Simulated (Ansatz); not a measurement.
ReW:
```xyz
2
Lattice="2.8187 0.0000 0.0000 0.0000 2.8187 0.0000 0.0000 0.0000 3.8827" Properties=species:S:1:pos:R:3 pbc="T T T"
W      1.4093     1.4093     1.9414
Re     0.0000     0.0000     0.0000
```

Relaxed with r²SCAN. Special points in fractions of this cell's reciprocal vectors: Γ (0.000, 0.000, 0.000); X (0.000, 0.500, 0.000); M (0.500, 0.500, 0.000); Z (0.000, 0.000, 0.500); R (0.000, 0.500, 0.500); A (0.500, 0.500, 0.500).

Question: List the band energies nearest the Fermi level at these points for the program Ansatz at the r²SCAN with spin–orbit coupling level (PAW).

Answer: In eV from the Fermi level; about four levels below and three above (degenerate sets whole), none deeper than 8.9 eV; points with the same levels are listed once.

```csv
k,below,above
Γ,-1.47 -1.47 -0.87 -0.87,1.77 1.77 2.49 2.49
X,-2.30 -2.30 -0.23 -0.23,0.80 0.80 1.05 1.05
M,-5.59 -5.59 -5.55 -5.55,2.51 2.51 2.61 2.61
Z,-1.05 -1.05 -0.10 -0.10,0.34 0.34 0.59 0.59
R,-1.32 -1.32 -0.82 -0.82,0.12 0.12 0.28 0.28
A,-2.81 -2.81 -2.51 -2.51,0.49 0.49 1.65 1.65
```

Space group P4/mmm (L1₀ or tetragonal B2). The cell is a constructed one: a structure type filled with these elements; neither database checked (COD, Materials Project) lists it. Whether it is the stable phase at ambient conditions was not checked. The r²SCAN relaxation kept the symmetry of its start; its stability against distortions is not shown here. The run is not spin-polarised.

Potentials: the earlier of the program's two PAW sets.
